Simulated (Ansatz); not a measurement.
An Ansatz input:

```yaml
crystal:
  lattice:
    - [3.9361168493, 0.0, 0.0]
    - [-1.9680584247, 3.4087771838, 0.0]
    - [0.0, 0.0, 12.9120188417]
  atoms:
    - { symbol: Ca, position: [0.0, 1.0, 1.0] }
    - { symbol: Ca, position: [1.0, 1.0, 0.5] }
    - { symbol: Ca, position: [0.3333333333, 0.6666666667, 0.25] }
    - { symbol: Ca, position: [0.6666666667, 0.3333333333, 0.75] }
hamiltonian:
  xc: r2scan
  pseudopotentials:
    kind: paw
    azcp:
      Ca: "pseudopotentials/Ca.paw.azcp"
basis:
  ecutwfc: 500
  fft_grid_basis: typed
kpoints:
  mp_grid: { grid: [12, 12, 4], shift: [0, 0, 0] }
magnetization:
  spin_polarized: false
scf:
  occupations: { method: fermi_dirac, width: 0.1 }
```

and its output:

```
Engine: ansatz 0.2.0, x86_64-unknown-linux-gnu
Pseudopotentials: kind: paw
Pseudopotential: Ca, paw, valence charge 10, recommended cutoff 500 eV (meta_gga) 
Functional definition: r2SCAN
  parameter k0 = 0.174
  parameter k1 = 0.065
  parameter a1 = 4.9479
  exchange = r2scan_x(k0 = k0, k1 = k1, a1 = a1)
  correlation = r2scan_c
Crystal: 4 atoms, lattice volume = 173.245 Å³
Basis set: ecut = 500 eV, 4373 PW (Γ), exchange–correlation on 120×120×384 points (64 copies of the dense FFT grid, shifted against one another)
Bands: 24, of which v1, the nominal top of the filled ones, is band 20 counted from 1 (19 counted from 0)
Symmetry: 24 space group operations
Space group: P63/mmc (ITA 194), of the structure as read, at distance tolerance 5.6e-5 Å
k-points: 57 of 576
Non-local potential: Ca, projectors of the file, l = 0: 3, l = 1: 2, l = 2: 2
PAW form: soft (Blöchl's): semilocal exchange-correlation on the pseudo side does not see the compensation charge
PAW frozen core: Ca, regenerated for the run's functional (the file was generated under x = pbe(κ = 0.804, μ = 0.2195149727645171), c = pbe(β = 0.06672455060314922))
PAW one-centre angular grid: Ca, 302 points (default); XC on 160 Gauss nodes
Initial density: superposition of atomic densities (neutral atoms: chi_scale 0, normalization atom), corrected by the library's trained network
Initial wavefunctions: pseudopotential atomic-orbital guess
Functional: x = r2scan, c = r2scan; τ floored in thin density (d = 2e-4 eV/Å³)
SCF iter   1: F=—  HF=-7286.685844 eV  |F-HF|=—  |Δ(HF+E_count)|=         —  Δρ=4.44e-3  dr2=3.69e-2  dr2_τ=4.35e-3  ethr=1.77e-3  ⟨swp⟩=8.4  Hψ=14452  notcnv=0
automatic band count: the SCF goes on with 28 bands, as 24 were too few: the levels above may hold too much charge
SCF iter   2: F=—  HF=-7286.754274 eV  |F-HF|=—  |Δ(HF+E_count)|=   6.84e-2  Δρ=2.38e-3  dr2=1.34e-2  dr2_τ=2.49e-4  ethr=9.23e-5  ⟨swp⟩=2.2  Hψ=3275  notcnv=0
SCF iter   3: F=—  HF=-7286.752853 eV  |F-HF|=—  |Δ(HF+E_count)|=   1.42e-3  Δρ=6.24e-4  dr2=1.42e-3  dr2_τ=5.25e-5  ethr=3.35e-5  ⟨swp⟩=3.0  Hψ=3118  notcnv=0
SCF iter   4: F=—  HF=-7286.752774 eV  |F-HF|=—  |Δ(HF+E_count)|=   7.88e-5  Δρ=1.29e-4  dr2=1.43e-5  dr2_τ=3.65e-6  ethr=3.55e-6  ⟨swp⟩=2.4  Hψ=2778  notcnv=0
SCF iter   5: F=—  HF=-7286.752589 eV  |F-HF|=—  |Δ(HF+E_count)|=   1.85e-4  Δρ=1.92e-5  dr2=6.32e-7  dr2_τ=1.08e-7  ethr=3.58e-8  ⟨swp⟩=2.0  Hψ=2882  notcnv=0
SCF iter   6: F=-7286.752590 eV  HF=-7286.752590 eV  |F-HF|=1.16e-8  |Δ(HF+E_count)|=   1.16e-6  Δρ=4.41e-6  dr2=3.00e-8  dr2_τ=3.87e-9  ethr=2.50e-10  ⟨swp⟩=3.0  Hψ=3231  notcnv=0
SCF 1 converged in 6 iterations: F = -7286.752590 eV  dr2 = 3.00e-8
SCF converged after 6 iterations
Free energy (F): -7286.752590 eV
Harris-Foulkes:  -7286.752590 eV  (|F-HF|=1.16e-8)
Internal energy: -7286.593681 eV  (E = F + TS)
E sigma→0 (E₀):  -7286.673136 eV
Entropy (-TS):   -0.158909 eV (-39.727 meV/atom)
Fermi energy:    4.822377 eV
--- Per-component energies (eV) ---
  E_band       = -744.227874
  E_kinetic    = 1099.592529
  E_local      = -3417.396872  (includes V_loc(G=0)·N_el)
  E_nonlocal   = 252.537480
  E_hartree    = 1141.870003
  E_xc         = -539.113564
  E_vxc        = -764.435704  (∫ρ·V_xc dr)
  E_paw        = -3454.672717  (= ΣΔE_a)
  E_vpaw       = -244.584391  (= ΣTr[D̂ρ^β])
  E_aug_tail   = -0.000016  (compensation charges beyond the density's cutoff)
  E_vtau       = 46.320637  (kinetic-family band-sum trace: ∫τ·v_τ [+ j·A + Jᵃ·Aᵃ] dr)
  E_ewald      = -2368.527862
  E_core_change = -0.882661  (= ΣΔE_core)
  E_smearing   = -0.158909  (= −TS)
  E_closure    = -0.000000  (closes the sum)
  Σ components = -7286.752590   (vs F -7286.752590, Δ=0.00e0)
```

Command:

```sh
ansatz run input.yaml --threads 1 --pin off --max-ram 3584MiB --backend cpu --events-out ev --progress --plain --runs-dir out
```

On 1 thread of Intel(R) Xeon(R) Platinum 8259CL CPU @ 2.50GHz (Skylake/Cascade Lake) (shared host) this took about 32 s of wall time and 31 s of CPU time.
